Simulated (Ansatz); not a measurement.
ZnSe (zinc blende)

```yaml
crystal:
  lattice:
    - [0.00000, 2.83273, 2.83273]
    - [2.83273, 0.00000, 2.83273]
    - [2.83273, 2.83273, 0.00000]
  atoms:
    - { symbol: Se, position: [0.75000, 0.75000, 0.75000] }
    - { symbol: Zn, position: [0.00000, 0.00000, 0.00000] }
```

In each cell atom 1 (Se, nearest neighbour Zn at 2.453 Å; its periodic images, 4.0 Å or more away, move with it) moves by s·(0.577, 0.577, 0.577) (towards the nearest neighbour), the rest being held.

All values below come from r2SCAN (plane waves to 500 eV, PAW, scalar-relativistic; Ansatz, an electronic-structure program). k mesh 8×8×8 (Γ-centred), Fermi-Dirac smearing 0.05 eV. E stands for the smeared free energy. Left out: 1 of 11 points, with atoms too close for the PAW data. ZnSe was relaxed with its symmetry unable to fall. The zero of ΔE is the undisplaced structure.

| s (Å) | ΔE (meV/cell) |
|---|---|
| -0.740 | withheld |
| -0.592 | 399 |
| -0.444 | 284 |
| -0.296 | 157 |
| -0.148 | 49 |
| 0.000 | 0 |
| 0.148 | 74 |
| 0.296 | 372 |
| 0.444 | 1056 |
| 0.592 | 2416 |

Problem. Fit a polynomial form (powers 2, 3, 4) to the given rows and predict ΔE at s = -0.740.

Solution. Least squares on the 9 given rows: ΔE = (2640)·s² + (4784)·s³ + (3922)·s⁴, in meV/cell with s in Å; root-mean-square residual 19.0 meV/cell. At -0.740 the fit gives 683 meV/cell; the calculation gives 486 meV/cell, so the extrapolation is off by 197 (+40.5 %). The quadratic term alone would give 1446 meV/cell.

(For displaced atoms, the force is minus the slope of the energy, and its curvature is a force constant, which sets phonon frequencies.)
